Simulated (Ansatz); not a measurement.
The relaxed structure here is a generated cell of Si2Mo: the first start was made by placing the elements on the sites of a structure type, and the end was not matched to a known phase here, so it may be hypothetical. Known forms of Si2Mo include space group No. 139.

A relaxed cell of Si₂Mo (Cmcm (No. 63)), relaxed on a k-mesh at least as fine as the one used below. Level of theory: PBEsol (plane waves to 420 eV, PAW, scalar-relativistic; Ansatz, a first-principles code). Γ-centred k-mesh 9×9×10 on the run's cell (coarser than for final values), Fermi–Dirac smearing 0.05 eV.

```
CELL_PARAMETERS angstrom
      1.97681    -6.32855     0.00000
      1.97681     6.32855     0.00000
      0.00000     0.00000     3.26354
ATOMIC_POSITIONS crystal
  Si 0.92876 0.07124 0.75000
  Si 0.07124 0.92876 0.25000
  Si 0.23878 0.76122 0.75000
  Si 0.76122 0.23878 0.25000
  Mo 0.60601 0.39399 0.75000
  Mo 0.39399 0.60601 0.25000
```

The atoms are displaced along an unstable phonon of this cell by (Å):

| atom | ux | uy | uz |
|---|---|---|---|
| Si1 | 0.139 | 0.000 | 0.000 |
| Si2 | -0.139 | 0.000 | 0.000 |
| Si3 | -0.030 | 0.000 | 0.000 |
| Si4 | 0.030 | 0.000 | 0.000 |
| Mo5 | -0.150 | 0.000 | 0.000 |
| Mo6 | 0.150 | 0.000 | 0.000 |

Q: What forces (eV/Å) and pressure result?

A: 
```json
[
 {"atom": "Si1", "Fx": "0.02", "Fy": "-0.19", "Fz": "0.00"},
 {"atom": "Si2", "Fx": "-0.02", "Fy": "0.19", "Fz": "0.00"},
 {"atom": "Si3", "Fx": "-0.02", "Fy": "-0.10", "Fz": "0.00"},
 {"atom": "Si4", "Fx": "0.02", "Fy": "0.10", "Fz": "0.00"},
 {"atom": "Mo5", "Fx": "0.05", "Fy": "0.12", "Fz": "0.00"},
 {"atom": "Mo6", "Fx": "-0.05", "Fy": "-0.12", "Fz": "0.00"}
]
```

Pressure +0.5 GPa.

The undisplaced cell is probably no minimum: from this displacement the run went on to P2₁/m (No. 11), 0.04 eV/atom below it.

No spin polarisation in the result.
